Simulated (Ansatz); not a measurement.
AlCu: a vibration from a frozen displacement

Computed with DFT r2SCAN, scalar-relativistic, plane waves, PAW (Ansatz 0.2.0). Settings: plane waves to 500 eV, k-mesh 16×16×16 (Γ-centred), Gaussian smearing 0.15 eV. No spin polarisation. Energies are free energies at this smearing, counted from the undisturbed cell; pressure is positive in compression.

The undisturbed cell (as given, not relaxed at this level; it stands at -4.9 GPa, and it needn't be the usual structure):

```
CELL_PARAMETERS angstrom
2.99751 0.00000 0.00000
0.00000 2.99751 0.00000
0.00000 0.00000 2.99751
ATOMIC_POSITIONS crystal
Al 0.00000 0.00000 0.00000
Cu 0.50000 0.50000 0.50000
```

Every Cu atom is moved by x along the Cartesian unit vector (-1.000, 0.000, 0.000); the cell and all other atoms stay fixed. The cell's volume is 26.93 Å³; the moved atoms weigh 63.546 u together and the others 26.982 u. Some rows repeat others by symmetry and weren't run.

| x (Å) | ΔE (meV/cell) | total force on the moved atoms along the move (eV/Å) | pressure (GPa) |
| --- | --- | --- | --- |
| -0.2000 | 79.78 | 0.7973 | -3.0800 |
| -0.1750 | 61.09 | 0.6979 | -3.5041 |
| -0.1500 | 44.88 | 0.5984 | -3.8732 |
| -0.1250 | 31.17 | 0.4987 | -4.1867 |
| -0.1000 | 19.95 | 0.3990 | -4.4442 |
| -0.0750 | 11.22 | 0.2992 | -4.6449 |
| -0.0500 | 4.99 | 0.1995 | -4.7887 |
| -0.0250 | 1.25 | 0.0998 | -4.8751 |
| 0.0000 | 0.00 | 0.0000 | -4.9041 |
| 0.0250 | 1.25 | -0.0998 | -4.8751 |
| 0.0500 | 4.99 | -0.1995 | -4.7887 |
| 0.0750 | 11.22 | -0.2992 | -4.6449 |
| 0.1000 | 19.95 | -0.3990 | -4.4442 |
| 0.1250 | 31.17 | -0.4987 | -4.1867 |
| 0.1500 | 44.88 | -0.5984 | -3.8732 |
| 0.1750 | 61.09 | -0.6979 | -3.5041 |
| 0.2000 | 79.78 | -0.7973 | -3.0800 |

Q: What frequency belongs to this motion?

A: The force constant is k = −dF/dx = 3.992 eV/Å², from the parabola through x = -0.0250, 0 and 0.0250. In every cell the moved atoms swing against the rest, so the mass is μ = m₁m₂/(m₁ + m₂) = 18.940 u, and ν̃ = 521.5 cm⁻¹ × √(|k|/μ) = 239 cm⁻¹, at this cell's pressure of -4.9 GPa. To first order in x, and within 1 %, the force on every atom lies along the move and, within each of the two groups, in proportion to the atom's mass, so this is itself a mode at the zone centre of this cell.

Q: How far does the harmonic law reach?

A: At x = -0.200 Å, kx²/2 = 79.84 meV against the computed 79.78 meV (-0.1 %): the well is still close to harmonic there.

Q: The pressure changes with x². What does that say about the frequency under compression?

A: With E = k(V)x²/2, k ∝ V^(−2γ) and x scaling with the cell as V^(1/3), P − P0 = −∂E/∂V = (2γ − 2/3) ΔE/V. At x = 0.0500 Å, V(P − P0) = 26.93 × 0.11542 / 160.2 eV = 19.40 meV and ΔE = 4.99 meV, so γ = 1/3 + V(P − P0)/(2ΔE) = 2.28. This is the Grüneisen parameter of the motion under uniform scaling of the cell: shrinking the cell evenly by 1 % in volume raises the frequency by about 2.28 %.

In a metal these slopes depend on the k mesh and the smearing.